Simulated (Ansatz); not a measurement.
Compressing CsO: a fit and a missing row

CsO, Immm, a = 4.316 Å, b = 6.459 Å, c = 7.549 Å. The structure is a COD entry; whether it is the stable form wasn't checked. Ansatz: r2SCAN, PAW, 500 eV, Γ-centred 8×8×8 mesh on 4 atoms, Gaussian smearing 0.02 eV; no spin polarisation. Shape and atoms are relaxed at each volume; pressure is positive in compression.

```tsv
V (Å³/atom)	P (GPa)
23.146	4.44
23.935	3.02
24.724	1.82
25.514	?
26.303	0.00
27.092	-0.68
27.881	-1.22
28.933	-1.74
```

Question: Take V0 = 26.303 Å³/atom, fit the third-order Birch–Murnaghan form to the other rows, and predict the missing pressure.

Answer: With the Eulerian strain f = ½[(V0/V)^(2/3) − 1] and y = P/[3f(1 + 2f)^(5/2)], the form is the line y = B0 + 1.5 B0 (B0′ − 4) f. Rows (f, y): 0.04449, 26.88; 0.03246, 26.50; 0.02107, 25.97; -0.00976, 24.40; -0.01905, 23.52; -0.03078, 22.09. Means f = 0.006405, y = 24.893; Σ(Δf)² = 0.004636, ΣΔfΔy = 0.2805; the slope is their ratio. y = 24.51 + 60.50 f GPa, so B0 = 24.5 GPa and B0′ = 4 + 2 × (60.50)/(3 × 24.51) = 5.65. At V = 25.514, f = 0.01026, y = 25.131 and P = 0.81 GPa. The run gave 0.82 GPa, so the fit is 0.01 GPa too low, within the rms miss on the fitted rows (0.03 GPa).